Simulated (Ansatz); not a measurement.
Total density of states per atom from PBE in the plane-wave PAW code Ansatz, in 0.25 eV bins, energy from the Fermi level:

(E (eV), states/eV/atom): (-5.70, 0.00); (-5.45, 0.04); (-5.20, 0.08); (-4.95, 0.11); (-4.70, 0.13); (-4.45, 0.16); (-4.20, 0.18); (-3.95, 0.21); (-3.70, 0.25); (-3.45, 0.29); (-3.20, 0.39); (-2.95, 0.42); (-2.70, 0.40); (-2.45, 0.39); (-2.20, 0.51); (-1.95, 1.81); (-1.70, 1.39); (-1.45, 2.24); (-1.20, 1.32); (-0.95, 1.72); (-0.70, 2.14); (-0.45, 2.09); (-0.20, 3.22); (0.05, 1.57); (0.30, 1.67); (0.55, 1.55); (0.80, 1.77); (1.05, 1.22); (1.30, 0.70); (1.55, 0.27); (1.80, 0.73); (2.05, 1.60); (2.30, 1.22); (2.55, 0.86); (2.80, 1.19); (3.05, 1.35); (3.30, 0.31); (3.55, 0.42); (3.80, 0.63); (4.05, 0.76); (4.30, 0.88); (4.55, 1.01); (4.80, 0.39)

**Question.** Pick the material that matches.
A. Sn, diamond
B. Re, diamond
C. TaAs, I4_1md (Ta on 4a, As on 4a)
D. Ta, diamond

**Answer.** D, Ta, diamond. Within 0.5 eV of the Fermi level: Ta 5d 88 %, Ta 6s 9 %. Projections are on Löwdin-orthogonalised atomic valence shells; empty p or d shells of many metals are not among them.

Space group Fd-3m (diamond). The start of the workflow was typed in or built on a structure type; neither database checked (COD, Materials Project) lists it. It is not the phase usual at ambient conditions (space group No. 229). The PBE relaxation kept the symmetry of its start; its stability against distortions is not shown here. No spin polarisation was allowed. Spin–orbit coupling is left out wherever it is not named.

Potentials: the earlier of the program's two PAW sets.
